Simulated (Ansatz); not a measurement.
BC₅:
```cif
data_C5B
_chemical_formula_sum 'B1 C5'
_space_group_name_H-M_alt 'P 1'
_space_group_IT_number 1
_cell_length_a 2.52135
_cell_length_b 2.52135
_cell_length_c 6.32171
_cell_angle_alpha 90.000
_cell_angle_beta 90.000
_cell_angle_gamma 120.000
loop_
_space_group_symop_operation_xyz
  'x, y, z'
loop_
_atom_site_label
_atom_site_type_symbol
_atom_site_fract_x
_atom_site_fract_y
_atom_site_fract_z
_atom_site_occupancy
B1 B 0.33333 0.66667 0.00686 1
C1 C 0.33333 0.66667 0.26020 1
C2 C 0.66667 0.33333 0.33851 1
C3 C 0.00000 0.00000 0.66414 1
C4 C 0.66667 0.33333 0.58176 1
C5 C 0.00000 0.00000 0.89951 1
```

This is the LDA-relaxed structure.

**Question.** All from the program Ansatz at the LDA level (PAW), unless another level is named. Predict the bulk modulus (Birch–Murnaghan fit).

**Answer.** 405 GPa.

**Question.** Next, the highest zone-centre frequency?

**Answer.** 1217 cm⁻¹.

Space group P3m1. The first step of the workflow began from a Materials Project structure, measured or hypothetical; the Crystallography Open Database copy checked does not list it. Whether it is the stable phase at ambient conditions was not checked. Symmetry was held in the LDA relaxation; whether a distortion lowers the energy is not shown. Its formation energy is positive at this level, so the cell may be metastable or incomplete. As this level gives no gap, phonon frequencies hold no LO–TO term and depend on the k-mesh and smearing (Fermi–Dirac, 0.1 eV here).

Potentials: the later of the program's two PAW sets.
